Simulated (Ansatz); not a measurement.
WO₃:
```
WO3
1.0
    3.85850     0.00000     0.00000
    0.00000     7.67346     0.00000
   -0.00261     0.00000     7.47664
W O
4 12
Direct
  0.95270   0.27875   0.25228
  0.04730   0.72125   0.74772
  0.04730   0.77875   0.24772
  0.95270   0.22125   0.75228
  0.99591   0.99072   0.73178
  0.00409   0.00928   0.26822
  0.00409   0.49072   0.76822
  0.99591   0.50928   0.23178
  0.00018   0.73178   0.49879
  0.99982   0.26822   0.50121
  0.99982   0.23178   0.00121
  0.00018   0.76822   0.99879
  0.50770   0.73900   0.75010
  0.49230   0.26100   0.24990
  0.49230   0.23900   0.74990
  0.50770   0.76100   0.25010
```

Relaxed with PBEsol. Special points in fractions of this cell's reciprocal vectors: Γ (0.000, 0.000, 0.000); Z (0.000, 0.500, 0.000); D (0.000, 0.500, 0.500); B (0.000, 0.000, 0.500); A (-0.500, 0.000, 0.500); E (-0.500, 0.500, 0.500); C2 (-0.500, 0.500, 0.000); Y2 (-0.500, 0.000, 0.000).

Task: List the band energies nearest the valence-band maximum at these points for PBEsol with spin–orbit coupling in the plane-wave PAW code Ansatz.

Result: In eV from the valence-band maximum; about four levels below and three above (degenerate sets whole), none deeper than 8.9 eV; points with the same levels are listed once.

| k | below | above |
|---|---|---|
| Γ | -1.05 -1.05 -0.05 -0.05 | 1.33 1.33 1.81 1.81 |
| Z | -0.66 -0.66 -0.66 -0.66 | 1.90 1.90 1.90 1.90 |
| D | -0.73 -0.73 -0.73 -0.73 | 2.64 2.64 2.65 2.65 |
| B | -0.54 -0.54 -0.54 -0.54 | 1.93 1.93 1.93 1.93 |
| A | -0.14 -0.14 -0.14 -0.14 | 3.20 3.20 3.20 3.20 |
| E | -0.50 -0.50 -0.49 -0.49 -0.49 -0.49 | 3.78 3.78 3.79 3.79 |
| C2 | -0.01 -0.01 -0.01 -0.01 | 2.90 2.90 2.90 2.90 |
| Y2 | -0.01 -0.01 0.00 0.00 | 1.41 1.41 4.06 4.06 |

Space group P2_1/c. The workflow started from a Materials Project entry (that database holds measured and hypothetical structures alike); the Crystallography Open Database files this formula in space group No. 14, but the cells were not matched. Its standing as an ambient phase is unchecked. Symmetry was held in the PBEsol relaxation; whether a distortion lowers the energy is not shown. The run is not spin-polarised. No Hubbard U is applied.

Potentials: the later of the program's two PAW sets.
